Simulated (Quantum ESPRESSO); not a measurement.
Space group P6₃mc (No. 186); a = b = 4.125 Å, c = 6.709 Å, α = β = 90.00°, γ = 120.00°

| atom | site | symmetry | x | y | z |
|---|---|---|---|---|---|
| S | 2b | 3m. | 0.3333 | 0.6667 | 0.3768 |
| Cd | 2b | 3m. | 0.3333 | 0.6667 | 0.0002 |

Cell and atoms were relaxed with PBEsol from Materials Project entry mp-672, within its symmetry.

### Question
What does norm-conserving PBEsol (Quantum ESPRESSO, 102 Ry, with spin-orbit coupling) give for the electronic structure near the Fermi level?

### Answer
The PBEsol gap is direct, 1.08 eV at Γ.
